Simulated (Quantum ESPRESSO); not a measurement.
Zn3Se2ClF, convergence and cost over cutoff and k mesh

Computed values, not a measurement. The program is pw.x of Quantum ESPRESSO 7.5 (plane-wave density functional theory). The cell is made up: 7 atoms on a zincblende/diamond lattice with one site empty, with randomly drawn elements, strain and displacements, not relaxed. PseudoDojo standard norm-conserving files (v0.5 for PBE, v0.4.1 for LDA and PBEsol) set the functional; there is no spin polarisation, spin-orbit coupling or dispersion term, and the masses in the input are unused placeholders.

Input of the run in row 4:

```
&control calculation='scf', pseudo_dir='./dojo.nc.sr.pbe.v0_5.standard.upf', outdir='./o', disk_io='medium', tprnfor=.true., tstress=.true. /
&system ibrav=0, nat=7, ntyp=4, nbnd=59, ecutwfc=85.99341389, nosym=.true., tot_charge=0,
 occupations='smearing', smearing='fd', degauss=0.0018374661
/
&electrons conv_thr=7.350e-09, electron_maxstep=60, /
ATOMIC_SPECIES
Cl 1.0 Cl.upf
F 1.0 F.upf
Se 1.0 Se.upf
Zn 1.0 Zn.upf
CELL_PARAMETERS angstrom
5.1788 0.0 0.0
0.0 5.1788 0.0
0.0 0.0 5.1788
ATOMIC_POSITIONS angstrom
Zn -0.0772 2.5579 2.5457
Zn 2.6022 0.002 2.6162
Zn 2.5813 2.6604 0.028
Se 1.2327 1.3405 1.2579
Cl 1.3155 3.8675 3.9366
Se 3.8928 1.2771 3.8535
F 3.8355 3.868 1.3225
K_POINTS automatic
4 4 4 1 1 1
```

The same cell was run at these settings. Meshes are shifted by half a step, and differences are from the last row, which is itself not exact.

```
cutoff (eV)     k mesh  k points solved  threshold (eV)  free energy less the last row's (eV)  pressure (GPa)  largest stress difference (GPa)  largest force difference (eV/Å)  iterations  wall time (s)  k-point pools              processor
        819  2 x 2 x 2                4           1e-04                                 5.614          -50.09                            62.66                            0.052           7             36              1  AMD EPYC, Zen 5 class
       1170  1 x 1 x 1                1           1e-07                                 3.458           18.78                             7.80                            0.554          10             44              1  AMD EPYC, Zen 5 class
        815  4 x 4 x 4               32           1e-07                                 5.848          -53.57                            65.85                            0.030          10            243              1  AMD EPYC, Zen 5 class
       1170  4 x 4 x 4               32           1e-07                                 0.003           12.26                             0.01                            0.001          10            384              1  AMD EPYC, Zen 5 class
       1467  6 x 6 x 6              108           1e-07                                 0.000           12.26                             0.00                            0.000          10           2913              1  AMD EPYC, Zen 5 class
```

Each pool is one process. Wall times include start-up and a band step at six k points, which weighs most on the coarsest meshes. The runs were on shared virtual cores whose load varied, so times are rough.